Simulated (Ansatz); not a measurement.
Data:

Y$_{5}$Si$_{2}$B$_{8}$:
```yaml
crystal:
  lattice:
    - [7.23747, 0.00000, 0.00000]
    - [0.00000, 7.23747, 0.00000]
    - [0.00000, 0.00000, 8.11920]
  atoms:
    - { symbol: Y, position: [0.68106, 0.18106, 0.22353] }
    - { symbol: Y, position: [0.31894, 0.81894, 0.77647] }
    - { symbol: Y, position: [0.81894, 0.68106, 0.22353] }
    - { symbol: Y, position: [0.18106, 0.31894, 0.77647] }
    - { symbol: Y, position: [0.31894, 0.81894, 0.22353] }
    - { symbol: Y, position: [0.68106, 0.18106, 0.77647] }
    - { symbol: Y, position: [0.18106, 0.31894, 0.22353] }
    - { symbol: Y, position: [0.81894, 0.68106, 0.77647] }
    - { symbol: Y, position: [0.00000, 0.00000, 0.50000] }
    - { symbol: Y, position: [0.50000, 0.50000, 0.50000] }
    - { symbol: Si, position: [0.11466, 0.61466, 0.50000] }
    - { symbol: Si, position: [0.88534, 0.38534, 0.50000] }
    - { symbol: Si, position: [0.38534, 0.11466, 0.50000] }
    - { symbol: Si, position: [0.61466, 0.88534, 0.50000] }
    - { symbol: B, position: [0.17179, 0.03925, 0.00000] }
    - { symbol: B, position: [0.82821, 0.96075, 0.00000] }
    - { symbol: B, position: [0.96075, 0.17179, 0.00000] }
    - { symbol: B, position: [0.03925, 0.82821, 0.00000] }
    - { symbol: B, position: [0.67179, 0.46075, 0.00000] }
    - { symbol: B, position: [0.32821, 0.53925, 0.00000] }
    - { symbol: B, position: [0.46075, 0.32821, 0.00000] }
    - { symbol: B, position: [0.53925, 0.67179, 0.00000] }
    - { symbol: B, position: [0.09090, 0.59090, 0.00000] }
    - { symbol: B, position: [0.90910, 0.40910, 0.00000] }
    - { symbol: B, position: [0.40910, 0.09090, 0.00000] }
    - { symbol: B, position: [0.59090, 0.90910, 0.00000] }
    - { symbol: B, position: [0.00000, 0.00000, 0.16103] }
    - { symbol: B, position: [0.00000, 0.00000, 0.83897] }
    - { symbol: B, position: [0.50000, 0.50000, 0.83897] }
    - { symbol: B, position: [0.50000, 0.50000, 0.16103] }
```

This is the r²SCAN-relaxed structure.

Q: All from r²SCAN in the plane-wave PAW code Ansatz, unless another level is named. Give the electronic character.

A: metallic (no gap).

Q: Predict the density of states at the Fermi level.

A: 0.32 states/eV per atom (mean over ±0.08 eV).

Q: What about the formation energy from the elements (no fitted shifts)?

A: -0.76 eV/atom.

Space group P4/mbm. The first step of the workflow began from a Materials Project structure, measured or hypothetical; the Crystallography Open Database copy checked does not list it. Its standing as an ambient phase is unchecked. Symmetry was held in the r²SCAN relaxation; whether a distortion lowers the energy is not shown. No spin polarisation was allowed. The references are the lowest solids computed at this level, not always the standard phases. Scalar-relativistic: spin–orbit coupling is off unless named, which matters more the heavier the elements.

Potentials: the later of the program's two PAW sets.
